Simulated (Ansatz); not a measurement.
# PtSe$_{2}$ (P-3m1), zone-centre modes

Theory: Ansatz, DFT PBE+D3(BJ), scalar-relativistic, plane waves, PAW. Cutoff 420 eV, Γ-centred 12×12×10 k-points, Gaussian smearing of 0.15 eV. Spin–orbit coupling is left out, which can shift energies with elements as heavy as these. No spin polarisation.

The undisturbed cell (as given, not relaxed at this level):

```
CELL_PARAMETERS angstrom
3.72400 0.00000 0.00000
-1.86200 3.22508 0.00000
0.00000 0.00000 5.06200
ATOMIC_POSITIONS crystal
Pt 0.00000 0.00000 0.00000
Se 0.33333 0.66667 0.25000
Se 0.66667 0.33333 0.75000
```

Harmonic modes by finite displacements of 0.02 Å, without the LO–TO term.

(1) At this geometry, is the structure stable against these modes?

(2) List the wavenumbers in cm⁻¹.

## Answers

(1) Yes: no mode is imaginary beyond 10 cm⁻¹, and only the three translations lie near zero.

(2) 0, 0, 0, 179, 179, 209, 225, 225, 228.

Cost: 1 run of about 2.4 core-minutes, on Arm Neoverse V2 (shared hosts).